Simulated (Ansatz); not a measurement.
## GdCu: one input, then a changed one

The cell comes from COD entry 2310294, which wasn't checked; take it as a given geometry. The listed cell was then made from it by scaling, straining or moving an atom.

First run: DFT, r2SCAN, PAW with Ansatz's default frozen-core files, scalar-relativistic (Ansatz 0.2.0).

Command: `ansatz run input.yaml --threads 1 --pin off --max-ram 3072MiB --backend cpu --events-out ev --progress --plain --runs-dir out` The run took 110 s on 1 thread of AMD EPYC 9R45 96-Core Processor (Zen 5), on a shared host.

```yaml
crystal:
  lattice:
    - [3.502, 0.0, 0.0]
    - [0.0, 3.502, 0.0]
    - [0.0, 0.0, 3.502]
  atoms:
    - { symbol: Gd, position: [0.53402504, 0.51422811, 0.53438829], spin: 7.0 }
    - { symbol: Cu, position: [-0.00362369, 0.03194597, 0.03236631] }
magnetization:
  spin_polarized: true
kpoints:
  mp_grid: { grid: [6, 6, 6] }
scf:
  occupations: { method: fermi_dirac, width: 0.05 }
hamiltonian:
  xc: r2scan
  pseudopotentials: { kind: paw }
output:
  forces: true
  stress: true
  efg: { contact_densities: true }
  write_density: true
  write_potential: true
  elf: true
  volumetric_format: npy
relax:
  f_tol: 0.01
  max_steps: 80
```

Result: converged; relaxed volume 21.474 Å³/atom; moment 7.23 μB; 31 SCF iterations in all.

Where the f shell is localised, expect the real compound to differ from this run without U.

Spin–orbit coupling is left out, though it moves levels of the heavy atoms by tenths of an eV or more.

The input is then changed:

```diff
@@ -12,5 +12,5 @@
   mp_grid: { grid: [6, 6, 6] }
 scf:
-  occupations: { method: fermi_dirac, width: 0.05 }
+  occupations: { method: cold, width: 0.05 }
 hamiltonian:
   xc: r2scan
@@ -20,10 +20,7 @@
   stress: true
   efg: { contact_densities: true }
-  write_density: true
-  write_potential: true
-  elf: true
-  volumetric_format: npy
 relax:
-  f_tol: 0.01
+  f_tol: 0.02
   max_steps: 80
+  max_displacement: 0.05
```

Question: Predict the outcome of the changed run.

Answer: It converged; energy at zero smearing +0.6 meV/atom from the first run; relaxed volume 21.474 Å³/atom; moment 7.27 μB; 38 SCF iterations in all.
